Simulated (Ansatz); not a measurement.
Recipe of this trial structure of CaZnPdC6N6: cyanide-bridged rock-salt net of two metals, 1 guest cations a cell (F-43m, No. 216). The dimensions are guesses.

```yaml
crystal:
  lattice:
    - [0.00000, 5.11550, 5.11550]
    - [5.11550, 0.00000, 5.11550]
    - [5.11550, 5.11550, 0.00000]
  atoms:
    - { symbol: Ca, position: [0.75000, 0.75000, 0.75000] }
    - { symbol: Zn, position: [0.50000, 0.50000, 0.50000] }
    - { symbol: Pd, position: [0.00000, 0.00000, 0.00000] }
    - { symbol: C, position: [0.81058, 0.18942, 0.18942] }
    - { symbol: C, position: [0.18942, 0.18942, 0.81058] }
    - { symbol: C, position: [0.81058, 0.18942, 0.81058] }
    - { symbol: C, position: [0.18942, 0.81058, 0.81058] }
    - { symbol: C, position: [0.81058, 0.81058, 0.18942] }
    - { symbol: C, position: [0.18942, 0.81058, 0.18942] }
    - { symbol: N, position: [0.69622, 0.30378, 0.30378] }
    - { symbol: N, position: [0.30378, 0.30378, 0.69622] }
    - { symbol: N, position: [0.69622, 0.30378, 0.69622] }
    - { symbol: N, position: [0.30378, 0.69622, 0.69622] }
    - { symbol: N, position: [0.69622, 0.69622, 0.30378] }
    - { symbol: N, position: [0.30378, 0.69622, 0.30378] }
```

Level of theory: DFT PBE, scalar-relativistic, plane waves, PAW in Ansatz. Cutoff 420 eV, Gaussian smearing, Γ-centred meshes. Cell and atoms relax first on a coarse mesh and then on a finer one. In between, the cell is made exact in the group found at 0.06 Å. In metals the finer mesh still leaves noise of several meV/atom or more. The steps can't lower the symmetry of their start. Collinear spin is switched on along the way, since trial moments persisted in a coarse test.

A guess keeps its type if space group and coordination stay and the shape of the cell changes little (axis ratios within about 15 %, angles within 6°); the volume may change.

Task: Does it keep its structure type, or change into something else?

Result: It keeps its type. The symmetry stays F-43m (No. 216). The volume per atom grows by 19.6 %, from 17.8 to 21.4 Å³. The shortest distance stays 1.17 Å (C–N). Counting neighbours within 15 % of an atom's shortest distance, the start has C 1, Ca 24, N 1, Pd 6, Zn 6 and the end C 1, Ca 24, N 1, Pd 6, Zn 6.

The last run used collinear spin, a 6×6×6 mesh for its 15-atom cell and Gaussian smearing of 0.10 eV. The magnetic state reached may not be the lowest. A structure relaxed within its symmetry needn't be a true minimum.
